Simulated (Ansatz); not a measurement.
Relaxed-ion elastic tensor of MoSe$_{2}$ in space group P6_3/mmc (No. 194; Mo on 2c, Se on 4f) in GPa (Voigt order), plane-wave PAW LDA (Ansatz code); density 7.24 g/cm³, 19.41 Å³ per atom.

```
 196  44.9  13.2   0.0   0.0   0.0
44.9   196  13.2   0.0   0.0   0.0
13.2  13.2  52.5   0.0   0.0   0.0
 0.0   0.0   0.0  20.6   0.0   0.0
 0.0   0.0   0.0   0.0  20.6   0.0
 0.0   0.0   0.0   0.0   0.0  75.4
```

**Question.** Is the crystal mechanically stable?

**Answer.** Yes: the smallest eigenvalue of C is 20.6 GPa.

**Question.** Work out the Voigt, Reuss and Hill averages.

**Answer.** K_V = 65.2, K_R = 41.9, K_H = 53.5; G_V = 48.2, G_R = 32.1, G_H = 40.2 GPa.

**Question.** Give Young's modulus, Poisson's ratio, Pugh's ratio and the universal anisotropy index.

**Answer.** E = 9KG/(3K + G) = 96.4 GPa; ν = 0.20; K/G = 1.33 (brittle by the Pugh limit of 1.75); A_U = 5G_V/G_R + K_V/K_R − 6 = 3.04.

**Question.** Estimate the sound speeds and the Debye temperature.

**Answer.** v_l = √((K + 4G/3)/ρ) = 3850 m/s, v_t = √(G/ρ) = 2350 m/s, mean 2600 m/s; Θ = (h/k)(3n/4πV)^(1/3) v_m = 288 K.

**Question.** Solve the Christoffel equation for the three sound speeds along x, y, z.

**Answer.** Eigenvalues of C_ijkl n_j n_l equal ρv². In km/s, slowest first: x 1.69, 3.23, 5.20; y 1.69, 3.23, 5.20; z 1.69, 1.69, 2.69.

**Question.** How much does each axis shrink under pressure?

**Answer.** Linear compressibilities β_i = Σ_j S_ij (j = 1 to 3): x 3.2, y 3.2, z 17 per TPa.

The cell was relaxed with LDA under the symmetry of its start; phonons on a q-mesh show no instability. No spin polarisation was allowed. A crystal of weakly bound layers computed without a dispersion correction: the cell and the soft elastic constants depend strongly on that.

Potentials: the later of the program's two PAW sets.
